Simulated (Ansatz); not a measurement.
SnO in space group P4/nmm (No. 129; Sn on 2c, O on 2a) at seven volumes, LDA in the plane-wave PAW code Ansatz, shape and atoms relaxed at each. One row is withheld.

```json
[
 {"V (Å³/atom)": "15.079", "P (GPa)": "4.96"},
 {"V (Å³/atom)": "15.576", "P (GPa)": "2.79"},
 {"V (Å³/atom)": "16.073", "P (GPa)": "1.14"},
 {"V (Å³/atom)": "16.570", "P (GPa)": "-0.07"},
 {"V (Å³/atom)": "17.067", "P (GPa)": "-1.06"},
 {"V (Å³/atom)": "17.564", "P (GPa)": "-1.81"},
 {"V (Å³/atom)": "18.061", "P (GPa)": "?"}
]
```

### Question
Fit the shown pressures and predict the withheld one.

### Answer
P = (3/2)B₀(x^(7/2) − x^(5/2))[1 + (3/4)(B′ − 4)(x − 1)] with x = (V₀/V)^(2/3). Least squares on the six rows gives V₀ = 16.522 Å³/atom, B₀ = 37.7 GPa, B′ = 8.10. At V = 18.061, x = 0.9424 and P = -2.31 GPa. The run itself gave -2.33 GPa.

The LDA relaxation kept the symmetry of its start; of distortions, only those at the zone centre were tested. A crystal of weakly bound layers computed without a dispersion correction: the cell and the soft elastic constants depend strongly on that. Scalar-relativistic: spin–orbit coupling is off unless named, which matters more the heavier the elements.

Potentials: the later of the program's two PAW sets.
